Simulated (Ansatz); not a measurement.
Below is a relaxed structure of Sc4Cl. The cell was found from a structure generator's guess, not taken from experiment.

Method: DFT PBE, scalar-relativistic, plane waves, PAW in Ansatz 0.2.0. Cutoff 420 eV, Γ-centred mesh, Gaussian smearing, collinear spin.

```
Sc Cl
1.0
     4.31074    0.00000    0.00000
     0.00000    4.31074    0.00000
     0.00000    0.00000    6.24161
Sc Cl
4 1
Direct
  0.50000 0.00000 0.25649
  0.00000 0.50000 0.74351
  0.50000 0.00000 0.74351
  0.00000 0.50000 0.25649
  0.00000 0.00000 0.00000
```

Formation energies are uncorrected and refer to the elements' standard structures at the same level (Cl₂ as a molecule).

(1) Find its symmetry and describe it.

(2) What is its formation energy per atom?

(3) Is it a metal?

(4) Which magnetic moments does it keep?

(5) From what recipe could a structure generator have reached it?

Results:

(1) P4/mmm (No. 123). Conventional cell: a = 4.311 Å, c = 6.242 Å. Around Sc lie 2 Cl at 2.68 Å and 6 Sc at 3.04–3.20 Å; around Cl lie 8 Sc at 2.68 Å.

(2) +0.14 eV/atom. It can't be a ground state, since the elements alone are lower.

(3) Yes, bands cross the Fermi level on the 10×10×6 mesh.

(4) 0.29 μB per atom net, the space between the atoms included; by site: Sc 0.2 (×4) μB.

(5) One such recipe: ordered vacancies on the anion sites of antifluorite (P4/mmm, No. 123). Other recipes can lead to the same cell.

The last run used collinear spin, a 10×10×6 mesh (in the run's order of axes) for its 5-atom cell and Gaussian smearing of 0.10 eV. The magnetic state reached may not be the lowest. A structure relaxed within its symmetry needn't be a true minimum.
